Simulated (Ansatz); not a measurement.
CrIr (P-6m2); total moment held at 0.3 μB.

```yaml
crystal:
  lattice:
    - [2.66753, 0.00000, 0.00000]
    - [-1.33377, 2.31015, 0.00000]
    - [0.00000, 0.00000, 4.19974]
  atoms:
    - { symbol: Cr, position: [0.66667, 0.33333, 0.00000] }
    - { symbol: Ir, position: [0.33333, 0.66667, 0.50000] }
```

The geometry is a structure from the Materials Project, held fixed and not relaxed.

Functional, mesh and filling: r²SCAN, 16×16×9 k mesh, Fermi–Dirac smearing of 0.1 eV. PAW means Ansatz 0.2.0 on its default frozen-core files. Site moments are integrated in spheres about the atoms. Start moments (μB): Cr1 0.15, Ir2 0.15.

The self-consistent cycle went as follows.

| iteration | Harris–Foulkes energy less the last (meV) | density residual (eV) | M (μB) | ∫|m| (μB) |
| --- | --- | --- | --- | --- |
| 1 | -3026.544 | 2.5e+01 | 0.3000 | 0.3000 |
| 2 | -59.410 | 9.6e-01 | 0.3000 | 0.3003 |
| 3 | 1.038 | 2.9e-01 | 0.3000 | 0.3019 |
| 4 | 18.749 | 3.0e-02 | 0.3000 | 0.3077 |
| 5 | 9.050 | 5.0e-03 | 0.3000 | 0.3167 |
| 6 | 0.911 | 7.5e-03 | 0.3000 | 0.3276 |
| 7 | 0.555 | 3.3e-04 | 0.3000 | 0.3301 |
| 8 | 0.063 | 1.7e-04 | 0.3000 | 0.3359 |
| 9 | 0.039 | 3.3e-05 | 0.3000 | 0.3380 |
| 10 | 0.014 | 7.4e-07 | 0.3000 | 0.3406 |
| 11 | 0.004 | 1.5e-06 | 0.3000 | 0.3421 |
| 12 | 0.001 | 2.8e-07 | 0.3000 | 0.3428 |
| 13 | 0.000 | 4.5e-09 | 0.3000 | 0.3436 |
| 14 | 0.000 | 2.8e-08 | 0.3000 | 0.3436 |
| 15 | 0.000 | 1.3e-08 | 0.3000 | 0.3437 |

Site moments (μB): Cr1 0.29, Ir2 -0.01. Cell moment 0.30 μB.

The PAW files were made with PBE; the program remakes their cores once for the run's functional and then keeps them frozen. The Ansatz runs typed with the search for lower states off end where their start leads. Spin–orbit coupling is left out although heavy atoms are present. r²SCAN is known to give itinerant transition metals moments and polarisation energies that are too large. These are results for the start and cell typed. The real compound can order otherwise, in a larger cell, or not at all, since semilocal functionals at zero temperature often overstate magnetism.
